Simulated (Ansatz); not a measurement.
**Elastic constants of CuPd (Pm-3m), step by step**

```
CELL_PARAMETERS angstrom
2.96159 0.00000 0.00000
0.00000 2.96159 0.00000
0.00000 0.00000 2.96159
ATOMIC_POSITIONS crystal
Cu 0.00000 0.00000 0.00000
Pd 0.50000 0.50000 0.50000
```

The conventional cell has a = 2.962 Å, b = 2.962 Å, c = 2.962 Å, α = 90.00°, β = 90.00°, γ = 90.00°. Cu (atom 1) is surrounded by 8 Pd at 2.56 Å. Pd (atom 2) is surrounded by 8 Cu at 2.56 Å.

Computed, not measured; unless marked otherwise by PBEsol, all-electron LAPW in Ansatz 0.2.0, scalar-relativistic. k mesh 16×16×16, Fermi-Dirac smearing of 0.080 eV, basis error target 1 meV/atom. The cell was relaxed by PAW under this functional.

The cell is cubic and carries a residual pressure of 0.02 GPa at this level. Each strain component that symmetry leaves independent is applied at ±0.008 and ±0.016, the ions relax wherever a strain frees them, and the stress (tension positive, GPa) is read. Shears are engineering strains, γ = 2ε.

| strain | size | σxx | σyy | σzz | σyz | σxz | σxy |
| --- | --- | --- | --- | --- | --- | --- | --- |
| xx | -0.016 | -3.5407 | -2.9434 | -2.9434 | 0.0000 | 0.0000 | 0.0000 |
| xx | -0.008 | -1.7230 | -1.4462 | -1.4462 | 0.0000 | 0.0000 | 0.0000 |
| xx | +0.008 | 1.5834 | 1.3458 | 1.3458 | 0.0000 | 0.0000 | 0.0000 |
| xx | +0.016 | 3.0861 | 2.6473 | 2.6473 | 0.0000 | 0.0000 | 0.0000 |
| yz | -0.016 | -0.0930 | -0.0570 | -0.0570 | -1.7448 | 0.0000 | 0.0000 |
| yz | -0.008 | -0.0362 | -0.0274 | -0.0274 | -0.8724 | 0.0000 | 0.0000 |
| yz | +0.008 | -0.0362 | -0.0274 | -0.0274 | 0.8724 | 0.0000 | 0.0000 |
| yz | +0.016 | -0.0930 | -0.0570 | -0.0570 | 1.7448 | 0.0000 | 0.0000 |

The slope is [8(σ(+δ) − σ(−δ)) − (σ(+2δ) − σ(−2δ))]/(12δ), and the program imposes the crystal's symmetry on the matrix.

Question: What are the independent elastic constants?

Answer: C11 = 206.5, C12 = 174.4, C44 = 109.0 GPa.

Question: Do they meet the Born conditions?

Answer: C11 − C12 = 32.1, C11 + 2C12 = 555.4 and C44 = 109.0 GPa must all be positive, so the crystal is elastically stable; that says nothing yet of its phonons.

Question: What moduli does a random aggregate of grains have?

Answer: B = (C11 + 2C12)/3 = 185.1 GPa. G_V = (C11 − C12 + 3C44)/5 = 71.8 and G_R = 5(C11 − C12)C44/(4C44 + 3(C11 − C12)) = 32.8, so G_H = 52.3 GPa. Then E = 9BG/(3B + G) = 143.5 GPa, ν = (3B − 2G)/(6B + 2G) = 0.371 and B/G = 3.54, on the ductile side of Pugh's 1.75 (a rule of thumb).

Question: With the density of 10.865 g/cm³, how fast does sound travel, and what Debye temperature follows?

Answer: 

| direction | slow (m/s) | middle (m/s) | fast (m/s) |
| --- | --- | --- | --- |
| [100] | 3168 | 3168 | 4360 |
| [110] | 1215 | 3168 | 5250 |
| [111] | 2081 | 2081 | 5515 |

The mean of v⁻³ over directions and branches gives v_m = 2341 m/s and θ_D = (ħ/k_B) v_m (6π²n)^(1/3) = 296 K, n being atoms per volume. Young's modulus spans 47 to 273 GPa over directions, and the universal anisotropy index is 5.94.

Question: How far do the constants move if PAW replaces LAPW in the same cell?

Answer: 

| constant | LAPW (GPa) | PAW (GPa) | difference |
| --- | --- | --- | --- |
| C11 | 206.5 | 206.1 | -0.4 |
| C12 | 174.4 | 174.4 | 0.0 |
| C44 | 109.0 | 109.0 | 0.0 |

Known limits: responses of metals move with mesh and smearing; the frozen-core PAW files of the compared runs were fitted under PBE, their cores solved anew for this functional.
